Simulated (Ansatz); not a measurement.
**TiC: reading a single point**

```
CELL_PARAMETERS angstrom
0.00000 2.18430 2.18430
2.18430 0.00000 2.18430
2.18430 2.18430 0.00000
ATOMIC_POSITIONS crystal
Ti 0.00000 0.00000 0.00000
C 0.50000 0.50000 0.50000
```

Method: PBEsol, no spin polarisation; PAW, plane waves to 420 eV, 10×10×10 Γ-centred mesh, gaussian occupations (width 0.0147 eV) (Ansatz 0.2.0), atoms fixed.

**Question.** Describe some of the short contacts.

**Answer.** Ti–C at 2.18 Å: least valence density 0.50 e/Å³ and ELF 0.28 there. Both are smooth PAW fields, read partly inside the augmentation spheres.

**Question.** What is the formation energy?

**Answer.** -0.89 eV an atom against the elements' usual phases (free molecules for gases, crystals otherwise, with no correction for O₂ or N₂), so it is bound against them; other compounds may still compete. Relaxing would lower it.

**Question.** What does the stress say?

**Answer.** The pressure is -12.5 GPa (compression positive), so with the atoms held at these fractions the cell would first shrink.

**Question.** What happens at the Fermi level?

**Answer.** It is a metal, with about 0.24 states/eV a cell as the mean within 0.25 eV of the Fermi level, mostly Ti d (50 %) and C p (47 %).

Origin: a database entry at a rescaled volume. Caveats: atoms or cell far from equilibrium.
